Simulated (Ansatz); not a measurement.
Values for one crystal, relaxed and computed with plane-wave PAW r²SCAN (Ansatz code); other levels are named.

- Volume per atom: 16.77 Å³
- Electronic character: metallic (no gap)
- Formation energy from the elements (no fitted shifts): 0.076 eV/atom
- Density of states at the Fermi level: 0.34 states/eV per atom (mean over ±0.08 eV)

Question: Pick the material that matches.
(A) AlRu, rock salt
(B) AlAg, Cmcm (Ag on 4c, Al on 4c)
(C) AlRh, CsCl type
(D) ZrTa, Cmcm (Zr on 4c, Ta on 4c)

Answer: B, AlAg, Cmcm (Ag on 4c, Al on 4c)

The start of the workflow was typed in or built on a structure type; neither database checked (COD, Materials Project) lists it. Whether it is the stable phase at ambient conditions was not checked. The cell was relaxed with r²SCAN under the symmetry of its start; whether a distortion lowers the energy is not shown. The run is not spin-polarised. The references are the lowest solids computed at this level, not always the standard phases. Scalar-relativistic: spin–orbit coupling is off unless named, which matters more the heavier the elements.

Potentials: the earlier of the program's two PAW sets.
